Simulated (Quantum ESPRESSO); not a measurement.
Mo6AlRh, input and log of a self-consistent run

Simulated, not a measurement. The program is pw.x of Quantum ESPRESSO 7.5 (plane-wave density functional theory). The cell is made up: eight metal atoms on a face-centred cubic lattice, with elements, volume, strain and displacements drawn at random and not relaxed, so it may be unstable or far from any real phase. PseudoDojo standard norm-conserving files set the functional (PBE unless stated); there is no spin polarisation or spin-orbit coupling, the Fermi-Dirac width of 0.25 eV means electrons at about 2900 K, and the masses in the input are unused placeholders. A spin test at this wide smearing found no moment, but such smearing suppresses magnetism that the real alloy may have.

Input:

```
&control calculation='scf', pseudo_dir='./dojo.nc.sr.pbe.v0_5.standard.upf', outdir='./o', disk_io='minimal', tprnfor=.true., tstress=.true. /
&system ibrav=0, nat=8, ntyp=3, nbnd=69, ecutwfc=87.97787729, nosym=.true., tot_charge=0,
 occupations='smearing', smearing='fd', degauss=0.0183746611
/
&electrons conv_thr=1.470e-08, electron_maxstep=70, mixing_beta=0.5 /
ATOMIC_SPECIES
Al 1.0 Al.upf
Mo 1.0 Mo.upf
Rh 1.0 Rh.upf
CELL_PARAMETERS angstrom
0.0 -1.9496 -1.9496
0.0 3.8993 -3.8993
7.7987 0.0 0.0
ATOMIC_POSITIONS angstrom
Mo -0.0481 -0.0765 -0.0157
Mo 3.7898 0.0386 -0.1367
Mo -0.011 1.9808 -1.8972
Mo 3.8552 1.7956 -1.9496
Mo 2.0354 -0.1245 -1.9919
Al 5.9174 0.0425 -1.8034
Mo 1.9614 2.0631 -3.9833
Rh 5.9302 1.9309 -3.9802
K_POINTS automatic
8 4 3 1 1 1
```

The log is shortened where brackets say so; the opening notice, blank lines, dates and the lines on written files are dropped, and the path of the files is cut. It prints rydbergs, bohrs and kilobars, and counts compression as positive stress. Its total energy is the free energy E - TS of the whole cell.

```
     Program PWSCF v.7.5
     Parallel version (MPI & OpenMP), running on       4 processor cores
     Number of MPI processes:                 4
     Threads/MPI process:                     1
     [start-up lines left out]
     bravais-lattice index     =            0
     lattice parameter (alat)  =       5.2103  a.u.
     unit-cell volume          =     800.1676 (a.u.)^3
     number of atoms/cell      =            8
     number of atomic types    =            3
     number of electrons       =       104.00
     number of Kohn-Sham states=           69
     kinetic-energy cutoff     =      87.9779  Ry
     charge density cutoff     =     351.9115  Ry
     scf convergence threshold =      1.5E-08
     mixing beta               =       0.5000
     number of iterations used =            8  plain     mixing
     Exchange-correlation= PBE
                           (   1   4   3   4   0   0   0)
     [axes and pseudopotential details left out]
   Cartesian axes
     site n.     atom                  positions (alat units)
         1        Mo     tau(   1) = (  -0.0174455  -0.0277460  -0.0056943  )
         2        Mo     tau(   2) = (   1.3745349   0.0140000  -0.0495802  )
         3        Mo     tau(   3) = (  -0.0039896   0.7184228  -0.6881017  )
         4        Mo     tau(   4) = (   1.3982551   0.6512520  -0.7071068  )
         5        Mo     tau(   5) = (   0.7382259  -0.0451553  -0.7224487  )
         6        Al     tau(   6) = (   2.1462011   0.0154145  -0.6540810  )
         7        Mo     tau(   7) = (   0.7113866   0.7482725  -1.4447161  )
         8        Rh     tau(   8) = (   2.1508436   0.7003244  -1.4435917  )
     number of k points=    48  Fermi-Dirac smearing, width (Ry)=  0.0184
                       cart. coord. in units 2pi/alat
        k(    1) = (   0.0589233  -0.0000011  -0.0883872), wk =   0.0416667
        k(    2) = (  -0.1767699  -0.0000011  -0.0883872), wk =   0.0416667
     [further k points left out]
     Dense  grid:    89177 G-vectors     FFT dimensions: (  32,  64,  90)
     Estimated max dynamical RAM per process >     284.79 MB
     Estimated total dynamical RAM >       1.05 GB
     Initial potential from superposition of free atoms
     starting charge     103.9883, renormalised to     104.0000
     Starting wfcs are   74 randomized atomic wfcs
     total cpu time spent up to now is        6.4 secs
     per-process dynamical memory:   225.2 Mb
     Self-consistent Calculation
     iteration #  1     ecut=    87.98 Ry     beta= 0.50
     Davidson diagonalization with overlap
     ethr =  1.00E-02,  avg # of iterations =  3.2
     total cpu time spent up to now is       19.7 secs
     total energy              =   -1081.85667598 Ry
     estimated scf accuracy    <       1.34473330 Ry
     iteration #  2     ecut=    87.98 Ry     beta= 0.50
     Davidson diagonalization with overlap
     ethr =  1.29E-03,  avg # of iterations =  3.5
     total cpu time spent up to now is       37.6 secs
     total energy              =   -1080.48187910 Ry
     estimated scf accuracy    <      28.15725405 Ry
     iteration #  3     ecut=    87.98 Ry     beta= 0.50
     Davidson diagonalization with overlap
     ethr =  1.29E-03,  avg # of iterations =  3.2
     total cpu time spent up to now is       54.7 secs
     total energy              =   -1082.03598443 Ry
     estimated scf accuracy    <       3.57849090 Ry
     iteration #  4     ecut=    87.98 Ry     beta= 0.50
     Davidson diagonalization with overlap
     ethr =  1.29E-03,  avg # of iterations =  2.0
     total cpu time spent up to now is       70.2 secs
     total energy              =   -1082.16853970 Ry
     estimated scf accuracy    <       3.53925940 Ry
     iteration #  5     ecut=    87.98 Ry     beta= 0.50
     Davidson diagonalization with overlap
     ethr =  1.29E-03,  avg # of iterations =  1.5
     total cpu time spent up to now is       83.8 secs
     total energy              =   -1082.33517363 Ry
     estimated scf accuracy    <       0.87453972 Ry
     [iterations 6 to 15 left out]
     iteration # 16     ecut=    87.98 Ry     beta= 0.50
     Davidson diagonalization with overlap
     ethr =  1.62E-08,  avg # of iterations =  1.0
     total cpu time spent up to now is      236.0 secs
     total energy              =   -1082.41699756 Ry
     estimated scf accuracy    <       0.00000080 Ry
     iteration # 17     ecut=    87.98 Ry     beta= 0.50
     Davidson diagonalization with overlap
     ethr =  7.68E-10,  avg # of iterations =  2.0
     total cpu time spent up to now is      250.6 secs
     total energy              =   -1082.41699762 Ry
     estimated scf accuracy    <       0.00000018 Ry
     iteration # 18     ecut=    87.98 Ry     beta= 0.50
     Davidson diagonalization with overlap
     ethr =  1.73E-10,  avg # of iterations =  1.7
     total cpu time spent up to now is      265.9 secs
     total energy              =   -1082.41699764 Ry
     estimated scf accuracy    <       0.00000006 Ry
     iteration # 19     ecut=    87.98 Ry     beta= 0.50
     Davidson diagonalization with overlap
     ethr =  6.00E-11,  avg # of iterations =  1.7
     total cpu time spent up to now is      277.2 secs
     total energy              =   -1082.41699765 Ry
     estimated scf accuracy    <       0.00000002 Ry
     iteration # 20     ecut=    87.98 Ry     beta= 0.50
     Davidson diagonalization with overlap
     ethr =  1.96E-11,  avg # of iterations =  1.5
     total cpu time spent up to now is      289.5 secs
     End of self-consistent calculation
     [lines on levels left out]
!    total energy              =   -1082.41699764 Ry
     estimated scf accuracy    <          8.6E-09 Ry
     smearing contrib. (-TS)   =      -0.12628548 Ry
     internal energy E=F+TS    =   -1082.29071217 Ry
     The total energy is F=E-TS. E is the sum of the following terms:
     one-electron contribution =    -249.72594447 Ry
     hartree contribution      =     190.88282978 Ry
     xc contribution           =    -164.44694720 Ry
     ewald contribution        =    -859.00065028 Ry
     convergence has been achieved in  20 iterations
     Forces acting on atoms (cartesian axes, Ry/au):
     atom    1 type  2   force =     0.01713524    0.01138537   -0.00108581
     atom    2 type  2   force =     0.12122010   -0.04847811    0.06767660
     atom    3 type  2   force =     0.01011957   -0.00307235   -0.00237246
     atom    4 type  2   force =     0.06051284    0.06851084   -0.05490363
     atom    5 type  2   force =    -0.10179712    0.05560042   -0.05802112
     atom    6 type  1   force =    -0.02273752   -0.01084373   -0.04586129
     atom    7 type  2   force =    -0.02136843   -0.06349045    0.06760269
     atom    8 type  3   force =    -0.06308468   -0.00961197    0.02696502
     Total force =     0.258750     Total SCF correction =     0.000504
     Computing stress (Cartesian axis) and pressure
          total   stress  (Ry/bohr**3)                   (kbar)     P=      200.11
   0.00162258   0.00002952  -0.00007183          238.69        4.34      -10.57
   0.00002952   0.00119489   0.00015858            4.34      175.77       23.33
  -0.00007183   0.00015858   0.00126339          -10.57       23.33      185.85
     init_run     :      5.89s CPU      6.20s WALL (       1 calls)
     electrons    :    274.21s CPU    283.18s WALL (       1 calls)
     forces       :      1.96s CPU      2.00s WALL (       1 calls)
     stress       :      8.24s CPU      8.24s WALL (       1 calls)
     [timing details left out]
     PWSCF        :   4m50.45s CPU   4m59.95s WALL
     JOB DONE.
```

In other units: free energy -14727.034 eV for the cell, pressure 20.01 GPa, largest force component 3.117 eV/Å in size. The run took 302 s of wall time with four MPI processes on a shared machine (AMD EPYC, older, virtual cores), so the time is rough. A rerun of this cell at a higher cutoff and on a denser mesh moved values by no more than 0.007 eV in energy, 0.23 GPa in stress and 0.018 eV/Å in force, and a second program with other atomic files agreed on that cell to 2 % rms in force and 0.5 GPa in pressure.